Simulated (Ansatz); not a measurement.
YCo5, in the lowest among the structures calculated here: P6/mmm (No. 191), hP6; a = b = 4.8386 Å, c = 3.8953 Å, α = β = 90.00°, γ = 120.00°; Y 1a (0.000, 0.000, 0.000); Co 2c (0.333, 0.667, 0.000); Co 3g (0.500, 0.500, 0.500). The numbers are results of PBEsol (plane waves to 420 eV, PAW, scalar-relativistic; Ansatz, an electronic-structure program), not measurements. Element references, the lowest calculated here: Y (R-3m, not the ambient form), Co (P6₃/mmc, ferromagnetic).

Total energies (eV/atom, σ → 0; comparable only within this code, potentials and settings):

```csv
phase,E (eV/atom)
YCo5 (P6/mmm),-4876.764
Y (R-3m),-3795.074
Co (P6₃/mmc),-5092.993
YCo2 (Fd-3m),-4660.545
```

Problem. What is the formation energy of this P6/mmm form of YCo5 from the elements?

Solution. E_f = -4876.764 − [1 × (-3795.074) + 5 × (-5092.993)] / 6 = -0.09 eV/atom (-0.5 eV per formula unit).

Problem. Is it stable against the other phases calculated?

Solution. Too close to call: YCo5 → 3 Co + YCo2 (YCo2 Fd-3m, Co P6₃/mmc) changes the energy by less than 0.02 eV/atom.

This is the hull of the energies calculated here, no anion corrections; phases that were not calculated are missing from it. Values are rounded to 0.01 eV/atom. Spin states reached: ferromagnetic, ferrimagnetic; spin orders were not searched systematically.
